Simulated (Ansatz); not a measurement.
MgS:
```yaml
crystal:
  lattice:
    - [0.00000, 2.59090, 2.59090]
    - [2.59090, 0.00000, 2.59090]
    - [2.59090, 2.59090, 0.00000]
  atoms:
    - { symbol: Mg, position: [0.00000, 0.00000, 0.00000] }
    - { symbol: S, position: [0.50000, 0.50000, 0.50000] }
```

x, y and z are the axes in which the lattice vectors are written.

Question: Give the high-frequency dielectric tensor and the Born effective charge tensors of the independent atoms from DFPT, DFT-PBEsol in the program Ansatz with PAW potentials.

Answer: 
ε∞:
```
5.53  0.00  0.00
0.00  5.53  0.00
0.00  0.00  5.53
```
Z* of atom 1 (Mg), rows: field, columns: displacement, in e:
```
2.31  0.00  0.00
0.00  2.31  0.00
0.00  0.00  2.31
```
Z* of atom 2 (S), rows: field, columns: displacement, in e:
```
-2.31   0.00   0.00
 0.00  -2.31   0.00
 0.00   0.00  -2.31
```

Space group Fm-3m (rock salt). Symmetry was held in the PBEsol relaxation.

Potentials: the earlier of the program's two PAW sets. The files were generated under PBE; for other functionals the program regenerates the frozen cores, and for LDA and PBEsol the local potential too.
